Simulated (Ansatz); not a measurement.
SiW (CsCl type, Pm-3m) at seven volumes, r²SCAN (plane waves, PAW; program Ansatz), scaled uniformly. One row is withheld.

```tsv
V (Å³/atom)	P (GPa)
12.745	28.97
13.165	?
13.585	8.16
14.005	0.00
14.425	-6.98
14.846	-12.94
15.266	-17.97
```

**Question.** Fit the shown pressures and predict the withheld one.

**Answer.** Third-order Birch–Murnaghan: P = (3/2)B₀(x^(7/2) − x^(5/2))[1 + (3/4)(B′ − 4)(x − 1)] with x = (V₀/V)^(2/3). Least squares on the six rows gives V₀ = 14.005 Å³/atom, B₀ = 250.9 GPa, B′ = 4.30. At V = 13.165, x = 1.0421 and P = 17.73 GPa. The run itself gave 17.73 GPa.

The cell is a constructed one: a structure type filled with these elements; neither database checked (COD, Materials Project) lists it. Its standing as an ambient phase is unchecked. Symmetry was held in the r²SCAN relaxation; whether a distortion lowers the energy is not shown. No spin polarisation was allowed. Scalar-relativistic: spin–orbit coupling is off unless named, which matters more the heavier the elements.

Potentials: the earlier of the program's two PAW sets.
